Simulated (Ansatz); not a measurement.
The cell below belongs to a search over invented structures; it isn't taken from experiment.

Input and command of a plane-wave DFT calculation in Ansatz:

```yaml
crystal:
  lattice:
    - [3.1312997616, 1.8078567602, 7.9702329447]
    - [-3.1312997616, 1.8078567602, 7.9702329447]
    - [0.0, -3.6157135205, 7.9702329447]
  atoms:
    - { symbol: Ca, position: [0.5, 0.5, 0.5] }
    - { symbol: Ca, position: [0.0, 0.0, 0.0] }
    - { symbol: Zr, position: [0.2574927893, 0.2574927893, 0.2574927893] }
    - { symbol: Zr, position: [0.7425072107, 0.7425072107, 0.7425072107] }
    - { symbol: Sn, position: [0.0, 0.0, 0.5] }
    - { symbol: Sn, position: [0.5, 0.0, 0.0] }
    - { symbol: Sn, position: [0.0, 0.5, 0.0] }
    - { symbol: Te, position: [0.6253800885, 0.6253800885, 0.6253800885] }
    - { symbol: Te, position: [0.3746199115, 0.3746199115, 0.3746199115] }
basis:
  ecutwfc: 420
kpoints:
  mp_grid: { grid: [6, 6, 6] }
hamiltonian:
  xc: pbe
scf:
  occupations: { method: gaussian, width: 0.1 }
output:
  forces: true
  stress: true
  eigenvalues: true
relax:
  adjacent_minimum: "off"
  f_tol: 0.01
  max_steps: 30
  cell: { stress_tol: 0.1, fix: [volume] }
```

```bash
ansatz run input.yaml --threads 1 --pin off --max-ram 2560MiB --backend cpu --events-out ev --progress --plain --runs-dir out
```

Processor: Arm Neoverse V1, 1 thread, on a host shared with other jobs.

Question: Estimate time, memory and problem size.

Answer: About 4.5 min, peak memory 0.89 GiB. It solves 71 bands at 32 k points (after reduction by symmetry) with about 5325 plane waves, in 39 SCF iterations over 5 ionic steps.
